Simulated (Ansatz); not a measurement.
Mg3SnO (anti-perovskite, space group No. 221) under volume change, plane-wave PAW PBEsol (Ansatz code), scaled uniformly.

| V (Å³/atom) | E − E(relaxed) (meV/atom) | P (GPa) |
|---|---|---|
| 14.962 | 35.7 | 8.38 |
| 15.455 | 15.1 | 5.14 |
| 15.948 | 3.6 | 2.39 |
| 16.442 | 0.0 | 0.00 |
| 16.935 | 3.2 | -2.06 |
| 17.428 | 12.4 | -3.83 |
| 17.921 | 26.5 | -5.33 |

**Question.** What does a third-order Birch–Murnaghan fit give for V₀, B₀ and B′?

**Answer.** V₀ = 16.44 Å³/atom, B₀ = 73.6 GPa, B′ = 4.0.

Space group Pm-3m (anti-perovskite). The start of the workflow was typed in or built on a structure type; neither database checked (COD, Materials Project) lists it. Whether it is the stable phase at ambient conditions was not checked. Symmetry was held in the PBEsol relaxation; of distortions, only those at the zone centre were tested. Scalar-relativistic: spin–orbit coupling is off unless named, which matters more the heavier the elements.

Potentials: the earlier of the program's two PAW sets.
